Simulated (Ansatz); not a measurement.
Property card for Zn

Zn:
```xyz
1
Lattice="0.0000 1.8902 1.8902 1.8902 0.0000 1.8902 1.8902 1.8902 0.0000" Properties=species:S:1:pos:R:3 pbc="T T T"
Zn     0.0000     0.0000     0.0000
```

Space group Fm-3m (No. 225), fcc (Cu type); conventional cell a = b = c = 3.7804 Å, α = β = γ = 90.00°.

Method: LDA in the plane-wave PAW code Ansatz. Structure relaxed to zero pressure with the same functional. Other levels are named where they apply.

**Cell and energy**

```
Item                 Result
---------------  ----------
Volume per atom    13.51 Å³
Density          8.04 g/cm³
```

**Electronic structure**

```
Property                                                                     Value
------------------------------------  --------------------------------------------
Electronic character                                             metallic (no gap)
Density of states at the Fermi level  0.29 states/eV per atom (mean over ±0.08 eV)
```

The first step of the workflow began from a Materials Project structure, measured or hypothetical; the Crystallography Open Database copy checked does not list it. It is not the phase usual at ambient conditions (space group No. 194). The cell was relaxed with LDA under the symmetry of its start; its stability against distortions is not shown here.

Potentials: the later of the program's two PAW sets.
